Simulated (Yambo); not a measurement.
Yambo run on CoP₂ (space group P2_1/c, No. 14). The wavefunctions come from this Quantum ESPRESSO step (LDA, PseudoDojo standard norm-conserving files, scalar-relativistic):

```
&CONTROL
  calculation = 'nscf'
  pseudo_dir = './pseudo'
  outdir = './out'
/
&SYSTEM
  ibrav = 0
  nat = 12
  ntyp = 2
  ecutwfc = 96.0
  ecutrho = 384.0
  occupations = 'fixed'
  force_symmorphic = .true.
  nbnd = 313
/
&ELECTRONS
  conv_thr = 1.2000000000000002e-08
  diago_full_acc = .true.
  diago_thr_init = 1e-08
/
ATOMIC_SPECIES
P 30.9738 P.upf
Co 58.9332 Co.upf
CELL_PARAMETERS angstrom
  5.514390000000   0.000000000000   0.000000000000
  0.000000000000   5.519600000000   0.000000000000
 -2.299659000000   0.000000000000   5.086954000000
ATOMIC_POSITIONS crystal
P   0.157980000000   0.873770000000   0.867630000000
P   0.842020000000   0.126230000000   0.132370000000
P   0.842020000000   0.373770000000   0.632370000000
P   0.157980000000   0.626230000000   0.367630000000
P   0.339370000000   0.372630000000   0.181770000000
P   0.660630000000   0.627370000000   0.818230000000
P   0.660630000000   0.872630000000   0.318230000000
P   0.339370000000   0.127370000000   0.681770000000
Co   0.271790000000   0.498120000000   0.787810000000
Co   0.728210000000   0.501880000000   0.212190000000
Co   0.728210000000   0.998120000000   0.712190000000
Co   0.271790000000   0.001880000000   0.287810000000
K_POINTS automatic
2 2 2 0 0 0
```

Yambo input:

```
rim_cut
gw0
dyson
el_el_corr
HF_and_locXC
ppa
em1d
RandQpts= 1000000
RandGvec= 1 Ry
EXXRLvcs= 96 Ry
VXCRLvcs= 384 Ry
Chimod= "HARTREE"
% BndsRnXp
 17 | 312 |
%
NGsBlkXp= 8 Ry
% LongDrXp
 1.0 | 1.0 | 1.0 |
%
PPAPntXp= 27.2114 eV
% GbndRnge
 1 | 312 |
%
GTermKind= "BG"
DysSolver= "n"
ExtendOut
% QPkrange
 1 | 1 | 54 | 55 |
 2 | 2 | 54 | 55 |
 4 | 4 | 54 | 55 |
 5 | 5 | 54 | 55 |
 6 | 6 | 54 | 55 |
 7 | 7 | 54 | 55 |
 8 | 8 | 54 | 55 |
%
```

k points by index: 1 = Γ, 2 = (0, 0, -0.5), 4 = (0, -0.5, -0.5), 5 = (-0.5, 0, 0), 6 = (-0.5, 0, -0.5), 7 = (-0.5, -0.5, 0), 8 = (-0.5, -0.5, -0.5).

Table of the .qp output:

```
#    K-point    Band    Eo [eV]    E [eV]    E-Eo [eV]    Vxc [eV]    Vnlxc [eV]    Sc|Eo [eV]    Sc|E [eV]    dSc/dw|Eo [eV]    Re(Z)    Im(Z)
#
    1    54    -0.813543    -0.339378    0.474164    -26.86517    -30.99373    4.795048    4.602721    -11.04084    0.711361    -0.002073
    1    55    0.657894    0.945653    0.287759    -19.85379    -17.18570    -2.284026    -2.380327    -9.101197    0.749344    -0.004013
    2    54    -0.489699    -0.288677    0.201022    -21.96365    -25.26107    3.569154    3.498434    -9.578458    0.739640    -0.001664
    2    55    0.840894    1.218719    0.377825    -21.81879    -19.39210    -1.918601    -2.048870    -9.380672    0.743638    -0.001785
    4    54    -0.315114    -0.184506    0.130608    -20.37883    -23.14827    2.943906    2.900045    -9.145234    0.748454    -0.001645
    4    55    0.610973    1.103415    0.492442    -24.22238    -22.33575    -1.214500    -1.394181    -9.927926    0.732679    -0.001967
    5    54    0.000000    0.042118    0.042118    -18.33968    -20.69053    2.406264    2.392969    -8.606798    0.759706    -0.001485
    5    55    0.477634    1.006931    0.529296    -25.42495    -24.00231    -0.694231    -0.893339    -10.23555    0.726659    -0.002164
    6    54    -0.581745    -0.592496    -0.010752    -18.26517    -20.89951    2.620093    2.623585    -8.755918    0.756556    -0.001601
    6    55    1.654107    1.979189    0.325082    -19.79524    -15.84385    -3.520218    -3.626311    -8.876924    0.754016    -0.002202
    7    54    -0.459151    -0.454931    0.004220    -17.79553    -20.21970    2.429692    2.428394    -8.545393    0.761010    -0.001485
    7    55    0.763007    1.255349    0.492342    -23.83631    -21.36919    -1.797633    -1.974774    -9.789176    0.735426    -0.001988
    8    54    -0.213067    -0.380259    -0.167192    -14.83822    -16.51955    1.466240    1.514140    -7.792974    0.777369    -0.001338
    8    55    0.667095    1.233907    0.566812    -24.90786    -21.80786    -2.328398    -2.533197    -9.830571    0.734605    -0.001892
```
(The two width columns are left out.) Convergence of these settings isn't established.

Geometry of the Materials Project entry, not relaxed at this level.

The structure is a Materials Project entry; no match was found in the copy of COD used, and its stability was not checked.

The runs are not spin-polarised; magnetic order was not tried.
